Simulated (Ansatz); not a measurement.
## Phonon dispersion of Ti$_{5}$SiMo

These are results of DFT PBE, scalar-relativistic, plane waves, PAW in Ansatz, not measurements. Cutoff 420 eV, 8×8×6 k-points (Γ-centred), Gaussian smearing of 0.10 eV. No spin polarisation. Phonons by linear response, acoustic sum rule imposed.

Equilibrium structure at this level:
```
CELL_PARAMETERS angstrom
4.45355 0.00000 0.00000
0.00000 4.45355 0.00000
0.00000 0.00000 6.10847
ATOMIC_POSITIONS crystal
Ti 0.00000 0.50000 0.25788
Ti 0.00000 0.50000 0.74212
Ti 0.50000 0.00000 0.25788
Ti 0.50000 0.00000 0.74212
Ti 0.00000 0.00000 0.00000
Si 0.00000 0.00000 0.50000
Mo 0.50000 0.50000 0.00000
```

The structure comes from a generated guess, relaxed at this level; another structure or a mixture of phases may lie lower. In a metal, frequencies and elastic constants depend on the k mesh and the smearing, soft modes and shear constants most. The q mesh is coarse, so values between its points are rough.

Force constants from linear response on a 2×2×1 q mesh.

(1) Is the structure dynamically stable on the q mesh?

(2) Give the frequencies (cm⁻¹) at the zone-boundary points of high symmetry (interpolated where a point lies off the q mesh).

Results:

(1) No: at q = (-0.500, -0.500, 0.000) a mode is imaginary, 27i cm⁻¹.

(2)
```json
{"point": "X", "q": "0.000 0.500 0.000", "frequencies": "75 81 86 87 94 135 137 155 172 181 212 215 216 218 231 239 259 274 322 323 347"}
{"point": "M", "q": "0.500 0.500 0.000", "frequencies": "27i 86 111 122 141 141 162 162 179 179 183 202 219 224 246 250 252 252 320 320 347"}
{"point": "Z", "q": "0.000 0.000 0.500", "frequencies": "48 48 112 122 122 146 146 154 159 177 177 196 196 219 242 261 261 287 292 340 340"}
{"point": "R", "q": "0.000 0.500 0.500", "frequencies": "67i 92 101 130 134 137 147 152 160 165 190 195 209 226 229 258 261 283 319 322 345"}
{"point": "A", "q": "0.500 0.500 0.500", "frequencies": "27i 102 102 111 128 134 162 167 178 178 199 199 218 219 248 248 250 270 317 317 344"}
```
